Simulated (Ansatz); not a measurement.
Sb2Mo:
```xyz
6
Lattice="1.6883 -6.3992 0.0000 1.6883 6.3992 0.0000 0.0000 0.0000 5.8939" Properties=species:S:1:pos:R:3 pbc="T T T"
Mo     1.6883    -5.1392     2.9393
Mo     1.6883     5.1392     5.8862
Sb     1.6883    -0.7801     2.1250
Sb     1.6883     0.7801     5.0719
Sb     1.6883     2.6839     1.2717
Sb     1.6883    -2.6839     4.2186
```

Relaxed with PBEsol. Special points in fractions of this cell's reciprocal vectors: Γ (0.000, 0.000, 0.000); Y (-0.500, 0.500, 0.000); C0 (-0.267, 0.733, 0.000); Σ0 (0.267, 0.267, 0.000); Z (0.000, 0.000, 0.500); A0 (0.267, 0.267, 0.500); E0 (-0.267, 0.733, 0.500); T (-0.500, 0.500, 0.500); S (0.000, 0.500, 0.000); R (0.000, 0.500, 0.500).

Question: List the band energies nearest the Fermi level at these points for plane-wave PAW PBEsol (Ansatz code).

Answer: In eV from the Fermi level; about four levels below and three above (degenerate sets whole), none deeper than 8.9 eV; points with the same levels are listed once.

| k | below | above |
|---|---|---|
| Γ | -1.02 -1.02 -1.01 -0.36 | 0.14 0.24 1.65 |
| Y | -1.21 -0.32 -0.14 -0.08 | 0.02 0.56 0.65 |
| C0 | -2.52 -1.69 -1.30 -0.11 | 1.10 1.23 1.41 |
| Z | -0.70 -0.70 -0.10 -0.10 | 0.28 0.28 2.79 2.79 |
| A0 | -2.01 -2.01 -0.91 -0.91 | 1.27 1.27 1.62 1.62 |
| T | -1.40 -1.40 -0.53 -0.53 | 0.26 0.26 2.25 2.25 |
| S | -2.38 -2.24 -0.95 -0.13 | 0.65 1.31 1.52 |
| R | -1.93 -1.93 -0.75 -0.75 | 0.97 0.97 1.73 1.73 |

Space group Cmc2_1. The start of the workflow was typed in or built on a structure type; neither database checked (COD, Materials Project) lists it. Whether it is the stable phase at ambient conditions was not checked. Symmetry was held in the PBEsol relaxation; whether a distortion lowers the energy is not shown. The run is not spin-polarised. The volume moved by -18 % from the start of the relaxation. Scalar-relativistic: spin–orbit coupling is off unless named, which matters more the heavier the elements.

Potentials: the earlier of the program's two PAW sets. The files were generated under PBE; for other functionals the program regenerates the frozen cores, and for LDA and PBEsol the local potential too.
